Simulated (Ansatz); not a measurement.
CaO:
```
CaO
1.0
    0.00000     2.60643     2.60643
    2.60643     0.00000     2.60643
    2.60643     2.60643     0.00000
Ca O
1 1
Direct
  0.00000   0.00000   0.00000
  0.25000   0.25000   0.25000
```

Relaxed with r²SCAN.

Task: Map the electron localisation function on the plane through (0.000, 0.000, 0.000) spanned by u = [1, 0, 0] and v = [-1, 1, 1] in lattice vectors, from the program Ansatz at the r²SCAN level (PAW).

Result: x is the fraction of u, y of v (the angle between them is 90°; rows are the nearest grid lines); atoms in the plane: Ca at (0.00, 0.00), O at (0.50, 0.25).
```
|8899820134310289988|
|8999830012100389998|
|9999830000000389999|
|9998610000000168999|
|4321000000000001234|
|0000000000000000000|
|0000000000000000000|
|0000000000000000000|
|0000000000000000000|
|0000000000000000000|
|0000000000000000000|
|0000001122211000000|
|0001245667665421000|
|0002467888887642000|
|0013578999998753100|
|0014689999999864100|
|0014789976799874100|
|0003789853589873000|
|0001589853589851000|
|4310279976799720134|
|9985115899985115899|
|9998302688862038999|
|8999610367630169998|
|8899820134310289988|
```
Scale: ten equal steps from 0.009 (start of '0') to 0.877 (end of '9'), in the order '0123456789'; x runs from 0.000 to 1.00, y from 0.000 (bottom) to 1.00 (top).

The density is the valence pseudo-density with augmentation charge, so density and ELF within about 1 Å of a nucleus are not all-electron values.

Space group F-43m (zinc blende). The start of the workflow was typed in or built on a structure type; neither database checked (COD, Materials Project) lists it. It is not the phase usual at ambient conditions (space group No. 225). Symmetry was held in the r²SCAN relaxation; its stability against distortions is not shown here.

Potentials: the later of the program's two PAW sets.
